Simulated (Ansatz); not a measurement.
## 6 guesses for Ga₂GeO₃ and where they end

The calculation used DFT PBE, scalar-relativistic, plane waves, PAW (Ansatz 0.2.0). Settings: cutoff 420 eV, Γ-centred meshes spaced at most about 0.3 Å⁻¹, and about 0.25 Å⁻¹ or finer for metals (2π included), Gaussian smearing. No spin polarisation in the final relaxations.

Each guess was relaxed in cell and atoms at zero pressure, within the symmetry of its start. Temperature and zero-point effects are left out. Coordination counts O atoms around Ga and Ge (those within 1.25 times the shortest such distance or 1.15 times the sum of covalent radii; a plus sign parts nearer from farther groups; the shortest distance is added where it is long for a bond).

```
guess      made from  start group  V start (Å³/atom)  end group  V end (Å³/atom)  coordination at the end  gap on mesh (eV)  E over the lowest end (meV/atom)
    1  Ce2AlFe3 type         R-3m               13.1       R-3m             13.1               Ga 3, Ge 6                 0                                97
    2    random cell        P-3m1               17.0     P6/mmm             12.2    Ga 6, Ge 6 from 2.8 Å                 0                                 0
    3    random cell       P4/mmm               16.7     P4/mmm             18.0    Ga 1, Ge 4 from 2.2 Å                 0                               767
    4  Zr2CuSb3 type        P-4m2               13.7          ?                ?                        ?                 ?                                 ?
    5   Li2CeO3 type         Cmmm               13.0       Cmmm             14.5           Ga 1+2, Ge 2+4                 0                                67
    6   YCo3Ni2 type       P6/mmm               15.2     P6/mmm             12.2   Ga 6, Ge 12 from 3.1 Å                 0                               119
```

Guess 4 as it starts:

```cif
data_structure
_symmetry_space_group_name_H-M 'P 1'
_symmetry_Int_Tables_number 1
_cell_length_a 3.3428
_cell_length_b 3.3428
_cell_length_c 7.3781
_cell_angle_alpha 90.000
_cell_angle_beta 90.000
_cell_angle_gamma 90.000
_cell_volume 82.44
loop_
_atom_site_label
_atom_site_type_symbol
_atom_site_fract_x
_atom_site_fract_y
_atom_site_fract_z
_atom_site_occupancy
Ga1 Ga 0.00000 0.50000 0.73650 1
Ga2 Ga 0.50000 0.00000 0.26350 1
Ge1 Ge 0.00000 0.00000 0.00000 1
O1 O 0.50000 0.50000 0.00000 1
O2 O 0.00000 0.50000 0.38350 1
O3 O 0.50000 0.00000 0.61650 1
```

Problem. Predict the end of this guess and its energy over the lowest end.

Solution. It ends in space group P-4m2 (No. 115), with a = 3.072 Å, c = 7.704 Å, 12.1 Å³/atom and no gap. It lies 78 meV/atom over the lowest end, above guess 5 and below guess 1. Counting O atoms around Ga and Ge, this end has Ga 5, Ge 4 and the lowest (guess 2) has Ga 6, Ge 6 from 2.8 Å.

```
CELL_PARAMETERS angstrom
3.07157 0.00000 0.00000
0.00000 3.07157 0.00000
0.00000 0.00000 7.70440
ATOMIC_POSITIONS crystal
Ga 0.00000 0.50000 0.65778
Ga 0.50000 0.00000 0.34222
Ge 0.00000 0.00000 0.00000
O 0.50000 0.50000 0.00000
O 0.00000 0.50000 0.39282
O 0.50000 0.00000 0.60718
```

The zero of energy is the elements' standard structures at the same level (O₂ as a molecule); no fitted shifts are applied.

Problem. Is the lowest end bound against the elements?

Solution. Yes: its formation energy is −0.89 eV/atom. It lies below the elements, which doesn't yet make it stable against other compounds or structures.

For metals, differences of a few meV/atom aren't resolved. No dispersion correction is applied, so the spacing and binding between layers, chains or molecules are poorly described (Cmmm, P4/mmm), and this can change margins and order among such cells. Cells relaxed within their symmetry can be saddle points. A lower structure may well exist outside this small set. Some structure types and database cells were kept out of the candidates from the start, so a known form may be missing.
